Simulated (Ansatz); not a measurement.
**TaGa3: relaxation (Ansatz)**

Launch command:

```bash
ansatz run input.yaml --threads 2 --pin off --max-ram 2560MiB --backend cpu --events-out ev --progress --plain --runs-dir out
```

input.yaml:

```yaml
crystal:
  lattice:
    - [0.0, 3.785159, 0.0]
    - [3.785159, 0.0, 0.0]
    - [1.89258, 1.89258, -4.381677]
  atoms:
    - { symbol: Ta, position: [0.0, 0.0, 0.0] }
    - { symbol: Ga, position: [0.5, 0.5, 0.0] }
    - { symbol: Ga, position: [0.25, 0.75, 0.5] }
    - { symbol: Ga, position: [0.75, 0.25, 0.5] }
  symmetry: { tolerance: 0.0003 }
kpoints:
  mp_grid: { grid: [8, 8, 8], shift: [0, 0, 0] }
magnetization:
  spin_polarized: false
scf:
  occupations: { method: fermi_dirac }
  lower_state_search: "off"
hamiltonian:
  pseudopotentials: { kind: paw }
  xc: r2scan
basis:
  ecutwfc: 500
  fft_grid_basis: typed
relax:
  max_steps: 60
  cell: { p_target: 0.0 }
  f_tol: 0.03
output:
  forces: true
  stress: true
  eigenvalues: true
  bader: true
  populations: true
  elf: true
  write_potential: true
  volumetric_format: npy
  dos:
    e_range: [-12, 8]
    de: 0.05
    projected: { site_lists: { Ga: [Ga], Ta: [Ta] } }
checkpoint:
  read: saved_state
```

Origin of the cell: a database entry, scaled a little.

The smearing width isn't typed, so it takes its default of 0.1 eV.

The saved state is a converged single point of the same cell.

Steps («new basis» is an SCF on plane waves selected anew at the same cell):

```json
{"step": "1", "ΔF (meV/atom)": "0.0", "max force component (eV/Å)": "0.000", "P (GPa)": "-1.03", "volume (Å³)": "62.78", "SCF iterations": "6", "step was": "accepted"}
{"step": "2", "ΔF (meV/atom)": "0.1", "max force component (eV/Å)": "0.000", "P (GPa)": "1.47", "volume (Å³)": "61.63", "SCF iterations": "6", "step was": "rejected"}
{"step": "3", "ΔF (meV/atom)": "-1.4", "max force component (eV/Å)": "0.000", "P (GPa)": "0.00", "volume (Å³)": "62.28", "SCF iterations": "10", "step was": "accepted"}
{"step": "4", "ΔF (meV/atom)": "-1.4", "max force component (eV/Å)": "0.000", "P (GPa)": "0.02", "volume (Å³)": "62.27", "SCF iterations": "4", "step was": "accepted"}
{"step": "5", "ΔF (meV/atom)": "-1.4", "max force component (eV/Å)": "0.000", "P (GPa)": "0.01", "volume (Å³)": "62.27", "SCF iterations": "6", "step was": "new basis"}
```

Step 1, with forces in eV/Å:

```xyz
4
Lattice="0.000 3.785 0.000 3.785 0.000 0.000 1.893 1.893 -4.382" Properties=species:S:1:pos:R:3:forces:R:3 pbc="T T T" step=1
Ta    0.000    0.000    0.000    0.000    0.000    0.000
Ga    1.893    1.893    0.000    0.000    0.000    0.000
Ga    3.785    1.893   -2.191    0.000    0.000    0.000
Ga    1.893    3.785   -2.191    0.000    0.000    0.000
```

Step 5, with forces in eV/Å:

```xyz
4
Lattice="0.000 3.790 0.000 3.790 0.000 0.000 1.895 1.895 -4.336" Properties=species:S:1:pos:R:3:forces:R:3 pbc="T T T" step=5
Ta    0.000    0.000    0.000    0.000    0.000    0.000
Ga    1.895    1.895    0.000    0.000    0.000    0.000
Ga    3.790    1.895   -2.168    0.000    0.000    0.000
Ga    1.895    3.790   -2.168    0.000    0.000    0.000
```

- Free energy lowered by: 1.4 meV/atom
- Volume change: -0.81 %
- Final pressure: 0.01 GPa
- Relaxation steps listed: 5
- Formation energy (elements under the same functional, gases as molecules, uncorrected): -0.204 eV/atom

Caveats: no moments, though an odd count or open d shells may carry them; no spin-orbit coupling, though heavy elements are present; the relaxation held the start's symmetry, so the end may be a saddle point.

It ran for 72 s on 2 threads of Intel(R) Xeon(R) Platinum 8375C CPU @ 2.90GHz (Ice Lake), with other jobs on the host, peak memory 0.68 GiB, from a saved density.
